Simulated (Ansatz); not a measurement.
B$_{2}$Ir:
```
B2Ir
1.0
   -1.39257     1.39257     3.40930
    1.39257    -1.39257     3.40930
    1.39257     1.39257    -3.40930
Ir B
1 2
Direct
  0.00000   0.00000   0.00000
  0.31975   0.31975   0.00000
  0.68025   0.68025   0.00000
```

Relaxed with PBEsol. Special points in fractions of this cell's reciprocal vectors: Γ (0.000, 0.000, 0.000); X (0.000, 0.000, 0.500); P (0.250, 0.250, 0.250); N (0.000, 0.500, 0.000); M (0.500, 0.500, -0.500); S (0.292, 0.708, -0.292); S0 (-0.292, 0.292, 0.292); R (-0.083, 0.083, 0.500); G (0.500, 0.500, -0.083).

Q: List the band energies nearest the Fermi level at these points for PBEsol in the plane-wave PAW code Ansatz.

A: In eV from the Fermi level; about four levels below and three above (degenerate sets whole), none deeper than 8.9 eV; … stands for higher levels left out; points with the same levels are listed once.

```tsv
k	below	above
Γ	-5.43 -5.43 -3.35 -2.02	4.25 4.37 4.37
X	-5.97 -4.32 -0.59 -0.07	2.10 2.45 2.62
P	-3.16 -3.16 -2.71 -0.62 -0.07	3.73 5.13 5.13
N	-6.08 -5.26 -5.16 -3.08	0.14 2.85 4.39
M	-3.35 -3.35 -1.95 -1.26 -1.26	3.51 7.16 …
S	-5.03 -4.63 -3.01 -0.52	3.80 4.13 5.30
R	-5.82 -3.78 -2.17 -0.50	1.09 2.25 4.38
```

Space group I4/mmm (MoSi2 or CaC2 type). A made-up cell: these elements were put on the sites of a structure type; neither database checked (COD, Materials Project) lists it. Its standing as an ambient phase is unchecked. The PBEsol relaxation kept the symmetry of its start; whether a distortion lowers the energy is not shown. No spin polarisation was allowed. Scalar-relativistic: spin–orbit coupling is off unless named, which matters more the heavier the elements.

Potentials: the earlier of the program's two PAW sets. The files were generated under PBE; for other functionals the program regenerates the frozen cores, and for LDA and PBEsol the local potential too.
